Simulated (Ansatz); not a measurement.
Here is the system:

AlNi (rock salt, Fm-3m), a = b = c = 4.8059 Å, α = β = γ = 90.00°; the cell used has 2 atoms.

This is the r²SCAN-relaxed structure.

### Question
All from the program Ansatz at the r²SCAN level (PAW), unless another level is named. Predict the bulk modulus (Birch–Murnaghan fit).

### Answer
120 GPa.

### Question
Give the elastic constants (relaxed ions, GPa).

### Answer
C11 = 249, C12 = 55.2, C44 = -32.8.

The start of the workflow was typed in or built on a structure type; neither database checked (COD, Materials Project) lists it. It is not the phase usual at ambient conditions (space group No. 221). The cell was relaxed with r²SCAN under the symmetry of its start. At this level the phase is mechanically unstable. The workflow began spin-polarised and lost its moments. As this level gives no gap, shear constants depend on the k-mesh and smearing (Fermi–Dirac, 0.1 eV here).

Potentials: the later of the program's two PAW sets.
